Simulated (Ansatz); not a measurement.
4 guesses for NbC2 and where they end

Method: DFT PBE, scalar-relativistic, plane waves, PAW (Ansatz). Settings: cutoff 420 eV, Γ-centred meshes spaced at most about 0.3 Å⁻¹, and about 0.25 Å⁻¹ or finer for metals (2π included), Gaussian smearing. No spin polarisation in the final relaxations.

Each guess was relaxed in cell and atoms at zero pressure, within the symmetry of its start. These are static total energies at zero pressure. Coordination counts C atoms around Nb (those within 1.25 times the shortest such distance or 1.15 times the sum of covalent radii).

```csv
guess,made from,start group,V start (Å³/atom),end group,V end (Å³/atom),coordination at the end,gap on mesh (eV),E over the lowest end (meV/atom)
1,WS2 type,P-6m2,18.6,?,?,?,?,?
2,YHg2 type,P6/mmm,12.9,P6/mmm (AlB2),9.1,Nb 12,0,676
3,MoS2 type,P6_3/mmc,11.5,P6_3/mmc,12.1,Nb 8,0,0
4,K2Se type,Fm-3m,15.6,Fm-3m (fluorite),11.4,Nb 8,0,862
```

Guess 1 as it starts:

```cif
data_structure
_symmetry_space_group_name_H-M 'P 1'
_symmetry_Int_Tables_number 1
_cell_length_a 2.2951
_cell_length_b 2.2951
_cell_length_c 12.2201
_cell_angle_alpha 90.000
_cell_angle_beta 90.000
_cell_angle_gamma 120.000
_cell_volume 55.74
loop_
_atom_site_label
_atom_site_type_symbol
_atom_site_fract_x
_atom_site_fract_y
_atom_site_fract_z
_atom_site_occupancy
Nb1 Nb 0.33333 0.66667 0.00000 1
C1 C 0.66667 0.33333 0.90800 1
C2 C 0.66667 0.33333 0.09200 1
```

Question: Predict the end of this guess and its energy over the lowest end.

Answer: It ends in space group P-6m2 (No. 187), with a = 3.463 Å, c = 5.796 Å, 20.1 Å³/atom and no gap. It lies 0.48 eV/atom over the lowest end, above guess 3 and below guess 2. Counting C atoms around Nb, this end has Nb 6 and the lowest (guess 3) has Nb 8. This end and the lowest (guess 3) both hold C–C pairs.

```yaml
crystal:
  lattice:
    - [3.46268, 0.00000, 0.00000]
    - [-1.73134, 2.99877, 0.00000]
    - [0.00000, 0.00000, 5.79633]
  atoms:
    - { symbol: Nb, position: [0.33333, 0.66667, 0.00000] }
    - { symbol: C, position: [0.66667, 0.33333, 0.87046] }
    - { symbol: C, position: [0.66667, 0.33333, 0.12954] }
```

Formation energies are uncorrected and refer to the elements' standard structures at the same level.

Question: Is the lowest end bound against the elements?

Answer: No: its formation energy is +0.59 eV/atom. A positive value: parting into the elements would lower its energy.

No dispersion correction is applied, so the spacing and binding between layers, chains or molecules are poorly described (P-6m2), and this can change margins and order among such cells. The reference form of C is held partly by dispersion forces, which this level lacks. Cells relaxed within their symmetry can be saddle points; a later kick test found a lower structure for NbC2 P6_3/mmc. A lower structure may well exist outside this small set. Some types were kept out of the candidates beforehand, so the set may lack a known form.
